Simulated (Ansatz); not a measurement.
From the elastic tensor of Sc₂AlN₂ to moduli and sound speeds

Method: DFT PBE, scalar-relativistic, plane waves, PAW in Ansatz 0.2.0. Settings: 420 eV plane-wave cutoff, Γ-centred 14×14×14 mesh, Gaussian smearing of 0.10 eV. No spin polarisation.

Space group I4/mmm (No. 139), tetragonal, a = 3.204 Å, c = 12.192 Å. Sc is surrounded by 5 N at 2.18–2.27 Å and 4 Al at 3.00 Å; Al is surrounded by 2 N at 1.96 Å and 8 Sc at 3.00 Å; N has 1 Al at 1.96 Å and 5 Sc at 2.18–2.27 Å.

The structure comes from a generated guess, relaxed at this level; another structure or a mixture of phases may lie lower. In a metal, frequencies and elastic constants depend on the k mesh and the smearing, soft modes and shear constants most.

Relaxed-ion constants (GPa, on the Cartesian axes of the calculation):
```
303.4  82.8  83.8   0.0   0.0   0.0
 82.8 303.4  83.8   0.0   0.0   0.0
 83.8  83.8 311.9   0.0   0.0   0.0
  0.0   0.0   0.0 118.8   0.0   0.0
  0.0   0.0   0.0   0.0 118.8   0.0
  0.0   0.0   0.0   0.0   0.0 119.7
```

Density 3.846 g/cm³; 5 atoms in 62.57 Å³.

With S = C⁻¹: B_V = (C11+C22+C33+2(C12+C13+C23))/9, G_V = (C11+C22+C33−C12−C13−C23+3(C44+C55+C66))/15, 1/B_R = S11+S22+S33+2(S12+S13+S23), 15/G_R = 4(S11+S22+S33−S12−S13−S23)+3(S44+S55+S66); Hill is their mean. Then v_l = √((B+4G/3)/ρ), v_t = √(G/ρ), v_m = [(2/v_t³+1/v_l³)/3]^(−1/3) and Θ = (ħ/k_B)·v_m·(6π²n/V)^(1/3) for n atoms in the volume V; E = 9BG/(3B+G), ν = (3B−2G)/(2(3B+G)) and A^U = 5G_V/G_R + B_V/B_R − 6.

- Bulk modulus, Voigt / Reuss / Hill: 157.7 / 157.7 / 157.7 GPa
- Shear modulus, Voigt / Reuss / Hill: 116.0 / 115.9 / 115.9 GPa
- Young's modulus: 279 GPa
- Poisson ratio: 0.205
- Pugh ratio B/G: 1.36 (under 1.75, the rule of thumb for brittle)
- Universal anisotropy index: 0.01
- Longitudinal and transverse sound speeds: 9012 and 5491 m/s
- Debye temperature from the mean sound speed: 778 K
